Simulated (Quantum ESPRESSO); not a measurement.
Band energies of Rb₂Te

```xyz
3
Lattice="0.0000 4.2148 4.2148 4.2148 0.0000 4.2148 4.2148 4.2148 0.0000" Properties=species:S:1:pos:R:3 pbc="T T T"
Rb     2.1074     2.1074     2.1074
Rb     6.3222     6.3222     6.3222
Te     0.0000     0.0000     0.0000
```

PBEsol (pw.x of Quantum ESPRESSO, ONCV potentials, with spin-orbit coupling); path ΓXWKΓLUWLK,UX; energies in eV from the valence-band maximum.

| k (1/Å) | point | band 34 | band 35 | band 36 | band 37 | band 38 | band 39 | band 40 | band 41 |
|---|---|---|---|---|---|---|---|---|---|
| 0.00 | Γ | -0.24 | 1.71 | 1.71 | 4.15 | 4.15 | 4.15 | 4.15 | 6.14 |
| 0.12 |  | -0.22 | 1.90 | 1.90 | 4.13 | 4.13 | 4.20 | 4.20 | 6.08 |
| 0.37 |  | -0.11 | 2.97 | 2.97 | 3.81 | 3.81 | 4.54 | 4.54 | 4.87 |
| 0.62 |  | -0.01 | 2.85 | 2.85 | 3.91 | 3.91 | 5.02 | 5.02 | 5.05 |
| 0.75 | X | 0.00 | 2.76 | 2.76 | 3.78 | 3.78 | 5.16 | 5.16 | 5.58 |
| 0.87 |  | -0.03 | 2.80 | 2.80 | 3.86 | 3.86 | 5.14 | 5.14 | 5.44 |
| 1.12 | W | -0.11 | 2.93 | 2.93 | 4.37 | 4.37 | 4.45 | 4.45 | 5.27 |
| 1.38 | K | -0.10 | 2.94 | 2.94 | 4.05 | 4.05 | 5.06 | 5.06 | 5.27 |
| 1.58 |  | -0.15 | 3.26 | 3.26 | 4.13 | 4.13 | 4.63 | 4.63 | 4.91 |
| 1.78 |  | -0.16 | 3.04 | 3.04 | 4.13 | 4.13 | 4.28 | 4.28 | 5.28 |
| 1.88 |  | -0.17 | 2.60 | 2.60 | 4.20 | 4.20 | 4.22 | 4.22 | 5.49 |
| 2.07 |  | -0.23 | 1.83 | 1.83 | 4.15 | 4.15 | 4.17 | 4.17 | 6.06 |
| 2.17 | Γ | -0.24 | 1.71 | 1.71 | 4.15 | 4.15 | 4.15 | 4.15 | 6.14 |
| 2.28 |  | -0.22 | 1.86 | 1.86 | 4.16 | 4.16 | 4.17 | 4.17 | 6.03 |
| 2.49 |  | -0.16 | 2.69 | 2.69 | 4.27 | 4.27 | 4.28 | 4.28 | 5.18 |
| 2.71 |  | -0.08 | 3.45 | 3.45 | 4.21 | 4.21 | 4.46 | 4.46 | 4.48 |
| 2.82 | L | -0.07 | 3.66 | 3.66 | 3.93 | 3.93 | 4.50 | 4.50 | 4.53 |
| 2.93 |  | -0.09 | 3.70 | 3.70 | 3.77 | 3.77 | 4.56 | 4.56 | 4.68 |
| 3.16 |  | -0.12 | 3.09 | 3.09 | 4.13 | 4.13 | 4.85 | 4.85 | 4.96 |
| 3.27 | U | -0.10 | 2.94 | 2.94 | 4.05 | 4.05 | 5.06 | 5.06 | 5.27 |
| 3.41 |  | -0.10 | 2.93 | 2.93 | 4.15 | 4.15 | 4.75 | 4.75 | 5.26 |
| 3.54 | W | -0.11 | 2.93 | 2.93 | 4.37 | 4.37 | 4.45 | 4.45 | 5.27 |
| 3.71 |  | -0.12 | 3.08 | 3.08 | 4.28 | 4.28 | 4.56 | 4.56 | 4.98 |
| 3.89 |  | -0.11 | 3.51 | 3.51 | 3.90 | 3.90 | 4.63 | 4.63 | 4.74 |
| 4.06 | L | -0.07 | 3.66 | 3.66 | 3.93 | 3.93 | 4.50 | 4.50 | 4.53 |
| 4.22 |  | -0.10 | 3.58 | 3.58 | 3.84 | 3.84 | 4.60 | 4.60 | 4.73 |
| 4.37 |  | -0.12 | 3.17 | 3.17 | 4.12 | 4.12 | 4.79 | 4.79 | 4.87 |
| 4.52 | K | -0.10 | 2.94 | 2.94 | 4.05 | 4.05 | 5.06 | 5.06 | 5.27 |
| 4.52 | U | -0.10 | 2.94 | 2.94 | 4.05 | 4.05 | 5.06 | 5.06 | 5.27 |
| 4.61 |  | -0.06 | 2.84 | 2.84 | 3.92 | 3.92 | 5.22 | 5.22 | 5.25 |
| 4.78 | X | 0.00 | 2.76 | 2.76 | 3.78 | 3.78 | 5.16 | 5.16 | 5.58 |

The PBEsol gap is indirect, 1.71 eV, from X to Γ; the smallest direct gap is 1.95 eV.

Geometry relaxed with PBEsol.

The structure is a Materials Project entry; no match was found in the copy of COD used, and its stability was not checked.
